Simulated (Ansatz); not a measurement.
Computed with DFT PBE, scalar-relativistic, plane waves, PAW in Ansatz. All cells share a 420 eV cutoff and Γ-centred k meshes spaced at most about 0.3 Å⁻¹ (about 0.25 or finer for metals, 2π included). No spin polarisation in the final relaxations.

These are static total energies at zero pressure. All come from trial cells, and lower structures may exist.

Question: Order these relaxed structures of Al3C2 by energy, lowest first, with the energy over the lowest of them.
1. Space group P-3m1 (No. 164), trigonal, a = 3.138 Å, c = 6.833 Å. Around Al on a site of symmetry -3m lie 6 C at 2.20 Å; Al on a site of symmetry 3m is surrounded by 3 C at 2.01 Å; around C lie 3 Al at 2.01 Å and 3 Al at 2.20 Å.
2. Space group R-3m (No. 166), trigonal, a = 3.138 Å, c = 20.218 Å. Al on a site of symmetry -3m has 6 C at 2.20 Å; around Al on a site of symmetry 3m lie 3 C at 2.01 Å; C is surrounded by 3 Al at 2.01 Å and 3 Al at 2.20 Å.
3. Space group P-4m2 (No. 115), tetragonal, a = 3.076 Å, c = 5.702 Å. Al on a site of symmetry 2mm has 5 C at 2.11–2.23 Å and 2 Al at 2.55 Å; Al on a site of symmetry -4m2 has 4 C at 2.19 Å and 4 Al at 2.55 Å; around C lie 7 Al at 2.11–2.23 Å.
4. Space group P6_3/m (No. 176), hexagonal, a = 5.186 Å, c = 5.241 Å. Al is surrounded by 1 C at 1.95 Å and 2 C at 2.09 Å; around C on a site of symmetry -6 lie 3 Al at 1.95 Å; around C on a site of symmetry -3 lie 6 Al at 2.09 Å.

Answer: 2 (0 meV/atom), 1 (61 meV/atom), 3 (239 meV/atom), 4 (307 meV/atom). Forms: 2 anti-tetradymite type, R-3m; 1 P-3m1; 3 P-4m2; 4 P6_3/m. Counting C atoms around Al (those within 1.25 times the shortest such distance or 1.15 times the sum of covalent radii; a slash parts the counts of unlike sites): cell 2 has Al 3/6; cell 1 has Al 3/6; cell 3 has Al 4/5; cell 4 has Al 3. Even the lowest lies +0.16 eV/atom against the elements.

No dispersion correction is applied, so the spacing and binding between layers, chains or molecules are poorly described (R-3m, P-3m1), and this can change margins and order among such cells. In R-3m, P-3m1, P-4m2 an odd number of electrons in the primitive cell allows no gap without spin; a larger cell or a magnetic state could open one. With atoms moved at random, R-3m came back. Other cells relaxed within their symmetry can be saddle points. Some structure types and database cells were kept out of the candidates from the start, so a known form may be missing.
